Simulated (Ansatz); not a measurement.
ZrC:
```xyz
2
Lattice="0.0000 2.3344 2.3344 2.3344 0.0000 2.3344 2.3344 2.3344 0.0000" Properties=species:S:1:pos:R:3 pbc="T T T"
C      0.0000     0.0000     0.0000
Zr     2.3344     2.3344     2.3344
```

This is the PBEsol-relaxed structure.

Q: All from PBEsol in the plane-wave PAW code Ansatz, unless another level is named. Predict the electronic character.

A: metallic (no gap).

Q: And the density of states at the Fermi level?

A: 0.13 states/eV per atom (mean over ±0.08 eV).

Q: Predict the gap with spin–orbit coupling.

A: none (metallic).

Space group Fm-3m (rock salt). Symmetry was held in the PBEsol relaxation; of distortions, only those at the zone centre were tested. No spin polarisation was allowed. Spin–orbit coupling is left out wherever it is not named.

Potentials: the later of the program's two PAW sets.
